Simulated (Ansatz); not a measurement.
**Stability checks on a candidate for Sn4P**

The cell was found from a structure generator's guess, not taken from experiment.

These are results of DFT PBE, scalar-relativistic, plane waves, PAW (Ansatz 0.2.0), not measurements. Cutoff 420 eV, Γ-centred 12×12×4 mesh (5-atom cell), Gaussian smearing of 0.10 eV, no spin polarisation.

```
Sn P
1.0
     4.08265    0.00000    0.00000
    -2.04132    3.53568    0.00000
     0.00000    0.00000    9.33947
Sn P
4 1
Direct
  0.33333 0.66667 0.83394
  0.33333 0.66667 0.40179
  0.66667 0.33333 0.16606
  0.66667 0.33333 0.59821
  0.00000 0.00000 0.00000
```

The zero of energy is the elements' standard structures at the same level; no fitted shifts are applied. The references include grey tin and black phosphorus.

Q: These tests were run: energy against the elements; random kick, then relaxation without symmetry; phonons on a 2×2×1 q mesh; elastic tensor. What do they show?

A:

```tsv
test	result
energy against the elements	+0.05 eV/atom
random kick, then relaxation without symmetry	returns
phonons on a 2×2×1 q mesh	no imaginary mode on the mesh
elastic tensor	least eigenvalue 10 GPa
```

It fails one test: energy against the elements. It may still be a metastable minimum. Undecided within the accuracy: elastic tensor.

The cell is a metal run without spin; a magnetic state may lie lower. The reference form of P is held partly by dispersion forces, which this level lacks. The kick test ran on a coarse mesh. The run for the phonons used a 12×12×4 k mesh and Fermi–Dirac smearing of 0.15 eV. The run for the elastic tensor used a 12×12×4 k mesh and Fermi–Dirac smearing of 0.15 eV.
